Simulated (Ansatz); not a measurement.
ScCo:
```xyz
2
Lattice="3.0715 0.0000 0.0000 0.0000 3.0715 0.0000 0.0000 0.0000 3.0715" Properties=species:S:1:pos:R:3 pbc="T T T"
Sc     1.5357     1.5357     1.5357
Co     0.0000     0.0000     0.0000
```

Relaxed with PBEsol. Special points in fractions of this cell's reciprocal vectors: Γ (0.000, 0.000, 0.000); X (0.000, 0.500, 0.000); M (0.500, 0.500, 0.000); R (0.500, 0.500, 0.500).

Problem. List the band energies nearest the Fermi level at these points for plane-wave PAW PBEsol (Ansatz code).

Solution. In eV from the Fermi level; about four levels below and three above (degenerate sets whole), none deeper than 8.9 eV; points with the same levels are listed once.

```tsv
k	below	above
Γ	-2.99 -2.99 -0.90 -0.90 -0.90	1.91 1.91 4.63 4.63 4.63
X	-1.89 -1.03 -1.03 -0.61	0.36 0.67 2.21 2.21
M	-2.88 -1.69 -1.69 -0.28	0.33 1.24 1.24
R	-1.13 -1.13 -1.13 -0.25 -0.25	5.34 5.34 6.29
```

Space group Pm-3m (CsCl type). The workflow started from a Materials Project entry (that database holds measured and hypothetical structures alike); the Crystallography Open Database files this formula in space group No. 221, but the cells were not matched. Its standing as an ambient phase is unchecked. The PBEsol relaxation kept the symmetry of its start; of distortions, only those at the zone centre were tested. The workflow began spin-polarised and lost its moments.

Potentials: the later of the program's two PAW sets.
